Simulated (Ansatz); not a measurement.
BAs (zinc blende), relaxed and computed with several functionals in Ansatz (plane waves, PAW).

| functional | a (Å) | gap (eV) | B₀ by P(V) fit (GPa) |
|---|---|---|---|
| HSE06 | 4.771 | 1.82 | 146 |
| PBE | 4.809 | 1.20 | 131 |
| LDA | 4.732 | 1.11 | 147 |
| r²SCAN | 4.782 | 1.37 | 141 |

All cells were relaxed under the symmetry of their starts (and spin orders); stability against distortions was not tested throughout. Scalar-relativistic: spin–orbit coupling is off unless named, which matters more the heavier the elements.

Potentials: the earlier of the program's two PAW sets. The files were generated under PBE; for other functionals the program regenerates the frozen cores, and for LDA and PBEsol the local potential too.

Ansatz (a program for electronic structure) is a plane-wave DFT program.
